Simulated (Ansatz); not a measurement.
# Property card for TaSi2

TaSi2:
```
CELL_PARAMETERS angstrom
      4.73150     0.00000     0.00000
     -2.36575     4.09760     0.00000
      0.00000     0.00000     6.51827
ATOMIC_POSITIONS crystal
  Si 0.15940 0.31880 0.50000
  Si 0.84060 0.15940 0.83333
  Si 0.68120 0.84060 0.16667
  Si 0.84060 0.68120 0.50000
  Si 0.15940 0.84060 0.83333
  Si 0.31880 0.15940 0.16667
  Ta 0.50000 0.00000 0.50000
  Ta 0.50000 0.50000 0.83333
  Ta 0.00000 0.50000 0.16667
```

Space group P6_222 (No. 180); conventional cell a = 4.7315 Å, b = 4.7315 Å, c = 6.5183 Å, α = 90.00°, β = 90.00°, γ = 120.00°.

Method: plane-wave PAW LDA (Ansatz code). The cell and atoms are relaxed at this level. Other levels are named where they apply.

**Cell and energy**

| Property | Result |
|---|---|
| Volume per atom | 14.04 Å³ |
| Density | 9.35 g/cm³ |
| Formation energy from the elements (no fitted shifts) | -0.57 eV/atom |

**Electronic structure**

| Property | Value |
|---|---|
| Electronic character | metallic (no gap) |
| Density of states at the Fermi level | 0.36 states/eV per atom (mean over ±0.08 eV) |

**Mechanics**

| Property | Value |
|---|---|
| Bulk modulus (Birch–Murnaghan fit) | 202 GPa |
| Pressure derivative B′ | 4.3 |
| Elastic constants (relaxed ions, GPa) | C11 = 395, C12 = 83.1, C13 = 97.8, C33 = 492, C44 = 145 |
| Mechanical stability | stable (all eigenvalues of C positive) |
| Hill bulk and shear moduli | 203 and 155 GPa |
| Young's modulus | 371 GPa |
| Poisson's ratio | 0.20 |
| Debye temperature from the elastic constants | 555 K |

**Phonons**

| Item | Value |
|---|---|
| Highest zone-centre frequency | 413 cm⁻¹ |
| Zone-centre stability | no imaginary mode at Γ |

Symmetry was held in the LDA relaxation. The run is not spin-polarised. As this level gives no gap, shear constants depend on the k-mesh and smearing (Fermi–Dirac, 0.1 eV here). As this level gives no gap, phonon frequencies hold no LO–TO term and depend on the k-mesh and smearing (Fermi–Dirac, 0.1 eV here). The references are the lowest solids computed at this level, not always the standard phases. Spin–orbit coupling is left out wherever it is not named.

Potentials: the later of the program's two PAW sets.
